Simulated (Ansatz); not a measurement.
Consider the following.

Al₂Cu:
```xyz
6
Lattice="-2.9977 2.9977 2.4127 2.9977 -2.9977 2.4127 2.9977 2.9977 -2.4127" Properties=species:S:1:pos:R:3 pbc="T T T"
Cu     0.0000     0.0000     3.6190
Cu     0.0000     0.0000     1.2063
Al     3.9525     0.9548     0.0000
Al    -0.9548     2.0429     2.4127
Al     0.9548     2.0429     0.0000
Al     2.0429     0.9548     2.4127
```

This is the PBEsol-relaxed structure.

Task: All from the program Ansatz at the PBEsol level (PAW), unless another level is named. Estimate the formation energy from the elements (no fitted shifts).

Result: -171 meV/atom.

Task: Predict the density of states at the Fermi level.

Result: 0.34 states/eV per atom (mean over ±0.08 eV).

Space group I4/mcm. The cell was relaxed with PBEsol under the symmetry of its start. No spin polarisation was allowed. The references are the lowest solids computed at this level, not always the standard phases.

Potentials: the earlier of the program's two PAW sets. The files were generated under PBE; for other functionals the program regenerates the frozen cores, and for LDA and PBEsol the local potential too.
